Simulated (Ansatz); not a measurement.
# Is this Ti5WC6 structure stable?

The cell was found from a structure generator's guess, not taken from experiment.

Method: DFT PBE, scalar-relativistic, plane waves, PAW (Ansatz 0.2.0). Plane waves to 420 eV, a 12×12×4 mesh through Γ for the 12-atom cell and 0.10 eV Gaussian smearing; no spin polarisation.

```cif
data_structure
_symmetry_space_group_name_H-M 'P4/mmm'
_symmetry_Int_Tables_number 123
_cell_length_a 3.0691
_cell_length_b 3.0691
_cell_length_c 12.9884
_cell_angle_alpha 90.000
_cell_angle_beta 90.000
_cell_angle_gamma 90.000
_cell_volume 122.34
loop_
_atom_site_label
_atom_site_type_symbol
_atom_site_symmetry_multiplicity
_atom_site_Wyckoff_symbol
_atom_site_fract_x
_atom_site_fract_y
_atom_site_fract_z
_atom_site_occupancy
Ti1 Ti 2 g 0.00000 0.00000 0.83040 1
Ti2 Ti 2 h 0.50000 0.50000 0.66563 1
Ti3 Ti 1 b 0.00000 0.00000 0.50000 1
W1 W 1 c 0.50000 0.50000 0.00000 1
C1 C 2 g 0.00000 0.00000 0.66680 1
C2 C 1 d 0.50000 0.50000 0.50000 1
C3 C 2 h 0.50000 0.50000 0.16591 1
C4 C 1 a 0.00000 0.00000 0.00000 1
```

Energies over the elements count from the elements' standard structures at the same level, with no fitted energy shifts.

Question: These tests were run: energy against the elements; random kick, then relaxation without symmetry; phonons on a 2×2×1 q mesh. What do they show?

Answer:

```json
{"test": "energy against the elements", "result": "−0.70 eV/atom"}
{"test": "random kick, then relaxation without symmetry", "result": "returns"}
{"test": "phonons on a 2×2×1 q mesh", "result": "imaginary modes down to 42i cm⁻¹"}
```

It fails one test: phonons on a 2×2×1 q mesh. So it isn't even a local minimum.

These runs have no spin–orbit coupling, which can matter for W. The reference form of C is held partly by dispersion forces, which this level lacks. The kick test ran on a coarse mesh. The run for the phonons used a 12×12×4 k mesh and Fermi–Dirac smearing of 0.15 eV.
